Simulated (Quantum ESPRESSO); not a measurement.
# Strain and stress in Mg3AlF7O

Calculated results; nothing here was measured. They come from pw.x of Quantum ESPRESSO 7.5, a plane-wave density functional program, with PseudoDojo standard norm-conserving files (v0.5 for PBE, v0.4.1 for LDA and PBEsol). The cells are made up: elements, strain and atom displacements were drawn at random, and nothing was relaxed. There is no spin polarisation, spin-orbit coupling or dispersion term.

The cell has 12 sites of a rutile lattice (two cells along c). Sites 1 to 4 hold Mg Mg Al Mg; sites 5 to 12 hold F F F F F O F F. Cell vectors in Å: (4.703, 0.000, 0.000); (0.000, 4.703, 0.000); (0.000, 0.000, 6.197). Settings: PBE, cutoff 1143 eV, 5 x 5 x 4 k mesh shifted by half a step, Fermi-Dirac smearing of 0.025 eV.

Each run adds the same linear strain along x, y and z to one cell, with the atoms carried along; the vectors above are those of run 4. Stress is positive in tension and P is minus a third of its trace. E is the free energy for each atom above the lowest run shown. The last column is band 45 less band 44 at Gamma, from a band step after each run.

| run | strain (%) | s_xx (GPa) | s_yy (GPa) | s_zz (GPa) | s_xy (GPa) | P (GPa) | E (meV/atom) | level step at Gamma (eV) |
| --- | --- | --- | --- | --- | --- | --- | --- | --- |
| 1 | -2.30 | -3.32 | -3.20 | -8.30 | 5.09 | 4.94 | 6.49 | 3.620 |
| 3 | -0.80 | 1.62 | 1.74 | -1.68 | 5.02 | -0.56 | 0.00 | 3.250 |
| 4 | 0.55 | 5.25 | 5.37 | 3.23 | 4.94 | -4.62 | 7.39 | 2.937 |
| 5 | 1.46 | 7.33 | 7.44 | 6.05 | 4.88 | -6.94 | 18.69 | 2.734 |
| 6 | 1.86 | 8.15 | 8.26 | 7.18 | 4.85 | -7.86 | 25.11 | 2.648 |
| 7 | 2.20 | 8.82 | 8.92 | 8.09 | 4.82 | -8.61 | 31.22 | 2.576 |
| 2 | -2.02 | ? | ? | ? | ? | ? | ? | ? |

A rerun of one of these cells at 1437 eV and k mesh 7 x 7 x 6 moved values by no more than 0.005 eV in the cell's energy, 0.03 GPa in stress and 0.003 eV/Å in force.

## Worked fit

A parabola through the six runs shown gives P = -3.06 - 2.98 e + 0.213 e² GPa, with e in per cent and a scatter of 0.03 GPa. A linear strain of 1 % changes the volume by about 3 %, so the bulk modulus of this cell with clamped atoms is about 99 ± 2 GPa at e = 0. The error is the larger of the fit's own and the change that a cubic makes, rounded up.

## Withheld run

Question: what P should run 2 give?

The fit gives 3.83 GPa. The calculation gave 3.83 GPa.

| run | strain (%) | s_xx (GPa) | s_yy (GPa) | s_zz (GPa) | s_xy (GPa) | P (GPa) | E (meV/atom) | level step at Gamma (eV) |
| --- | --- | --- | --- | --- | --- | --- | --- | --- |
| 2 | -2.02 | -2.32 | -2.20 | -6.96 | 5.08 | 3.83 | 3.97 | 3.549 |